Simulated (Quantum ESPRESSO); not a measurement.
## ZnCa2MgF8 (convergence and cost over cutoff and k mesh)

Simulated, not a measurement. The program is pw.x of Quantum ESPRESSO 7.5 (plane-wave density functional theory). The cell is made up: 12 atoms on a fluorite lattice, with randomly drawn elements, strain and displacements, not relaxed. PseudoDojo standard norm-conserving files (v0.5 for PBE, v0.4.1 for LDA and PBEsol) set the functional; there is no spin polarisation, spin-orbit coupling or dispersion term, and the masses in the input are unused placeholders.

Input of the run in row 4:

```
&control calculation='scf', pseudo_dir='./dojo.nc.sr.pbe.v0_5.standard.upf', outdir='./o', disk_io='low', tprnfor=.true., tstress=.true. /
&system ibrav=0, nat=12, ntyp=4, nbnd=59, ecutwfc=84.00895049, nosym=.true., tot_charge=0,
 occupations='smearing', smearing='fd', degauss=0.0018374661
/
&electrons conv_thr=7.350e-09, electron_maxstep=60, /
ATOMIC_SPECIES
Ca 1.0 Ca.upf
F 1.0 F.upf
Mg 1.0 Mg.upf
Zn 1.0 Zn.upf
CELL_PARAMETERS angstrom
5.1176 -0.0352 0.0348
-0.0352 5.1365 -0.0206
0.0348 -0.0206 5.088
ATOMIC_POSITIONS angstrom
Zn 0.0106 0.0 0.1513
Ca 0.0078 2.5929 2.5869
Mg 2.5122 -0.0148 2.6426
Ca 2.5251 2.5781 -0.0521
F 1.2429 1.2887 1.3377
F 1.3483 1.3799 3.7154
F 0.9507 3.8592 1.3364
F 1.2904 3.8463 3.6282
F 3.8514 1.2413 1.1076
F 3.7175 1.0688 3.6851
F 3.8488 3.9558 1.2705
F 3.7205 3.7911 3.8115
K_POINTS automatic
4 4 4 1 1 1
```

The same cell was run at these settings. Meshes are shifted by half a step, and differences are from the last row, which is itself not exact.

```
cutoff (eV)     k mesh  k points solved  threshold (eV)  free energy less the last row's (eV)  pressure (GPa)  largest stress difference (GPa)  largest force difference (eV/Å)  iterations  wall time (s)  k-point pools                  processor
        800  2 x 2 x 2                4           1e-04                                 3.891          -22.62                            39.10                            0.054           7             14              4  Intel Xeon, 2023 or later
       1143  1 x 1 x 1                1           1e-07                                -2.553           12.24                             4.34                            0.447          10             26              4  Intel Xeon, 2023 or later
        699  4 x 4 x 4               32           1e-07                                16.511         -103.58                           120.08                            0.293          10             56              4  Intel Xeon, 2023 or later
       1143  4 x 4 x 4               32           1e-07                                 0.004           16.37                             0.01                            0.003          10            100              4  Intel Xeon, 2023 or later
       1437  6 x 6 x 6              108           1e-07                                 0.000           16.38                             0.00                            0.000          10            476              4  Intel Xeon, 2023 or later
```

Each pool is one process. Wall times include start-up and a band step at six k points, which weighs most on the coarsest meshes. The runs were on shared virtual cores whose load varied, so times are rough.